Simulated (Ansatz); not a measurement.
ZrN:
```
CELL_PARAMETERS angstrom
      3.16345     0.00000     0.00000
     -1.58173     2.73963     0.00000
      0.00000     0.00000     5.43907
ATOMIC_POSITIONS crystal
  Zr 0.33333 0.66667 0.25000
  Zr 0.66667 0.33333 0.75000
  N  0.00000 0.00000 0.00000
  N  0.00000 0.00000 0.50000
```

Relaxed with PBEsol. Special points in fractions of this cell's reciprocal vectors: Γ (0.000, 0.000, 0.000); M (0.500, 0.000, 0.000); K (0.333, 0.333, 0.000); A (0.000, 0.000, 0.500); L (0.500, 0.000, 0.500); H (0.333, 0.333, 0.500).

List the band energies nearest the Fermi level at these points for PBEsol (plane waves, PAW; program Ansatz).

In eV from the Fermi level; about four levels below and three above (degenerate sets whole), none deeper than 8.9 eV; points with the same levels are listed once.

```tsv
k	below	above
Γ	-3.37 -3.37 -1.38 -0.61	0.52 0.52 1.51 1.51
M	-5.12 -2.83 -2.55 -2.04	2.45 2.47 3.95
K	-5.37 -5.37 -5.10 -5.10 -3.00	0.15 0.15 3.73 3.73
A	-4.13 -4.13 -4.13 -4.13	1.78 1.78 2.52 2.52 2.52 2.52
L	-4.13 -4.13 -0.03 -0.03	4.13 4.13 4.28 4.28
H	-4.57 -4.57 -3.65 -3.65	0.49 0.49 2.71 2.71
```

Space group P6_3/mmc (NiAs type). The workflow started from a Materials Project entry (that database holds measured and hypothetical structures alike); the Crystallography Open Database copy checked does not list it. It is not the phase usual at ambient conditions (space group No. 225). The PBEsol relaxation kept the symmetry of its start; its stability against distortions is not shown here. No spin polarisation was allowed. Scalar-relativistic: spin–orbit coupling is off unless named, which matters more the heavier the elements.

Potentials: the later of the program's two PAW sets.
